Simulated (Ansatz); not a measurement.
**Rh: stiffness from a series of strains**

```
CELL_PARAMETERS angstrom
0.00000 1.90155 1.90155
1.90155 0.00000 1.90155
1.90155 1.90155 0.00000
ATOMIC_POSITIONS crystal
Rh 0.00000 0.00000 0.00000
```

The geometry is COD entry 9008482, unchecked; take it as a test cell.

All numbers below come from DFT, LDA, all-electron LAPW, scalar-relativistic (Ansatz 0.2.0).

Numerical set-up: a Γ-centred 16×16×16 k mesh, Fermi–Dirac smearing of 0.03 eV, basis error target 0.25 meV/atom, no spin polarisation.

The strain is applied along the Cartesian axes of the cell as listed (the other components stay zero). Fractional coordinates are held (clamped ions).

σ is the change of stress from the unstrained cell, which is at -11.20 GPa; tension is positive, so slopes are stress–strain coefficients at that pressure. In a metal the k mesh adds noise.

Only quantities that a quadratic follows smoothly over the whole series are listed; rougher ones are left out.

| εxx = εyy | σzz (GPa) | σxx (GPa) |
| --- | --- | --- |
| -0.0200 | -8.11 | -13.56 |
| 0.0000 | 0.00 | 0.00 |
| 0.0100 | 3.38 | 5.62 |
| 0.0200 | 6.37 | 10.57 |

(1) Fit the series and read off the stiffness at zero strain.

(2) One run, at εxx = εyy = -0.0100, is withheld. Predict its row.

Answers

(1) Least-squares fits y = p0 + p1 x + p2 x² to the rows give σzz (GPa): p1 = 362, p2 = -2200; σxx (GPa): p1 = 603, p2 = -3700. So 2 C12 = 362 GPa and C11 + C12 = 603 GPa.

(2) The fits give -3.84, -6.42; the run gave -3.81, -6.37.
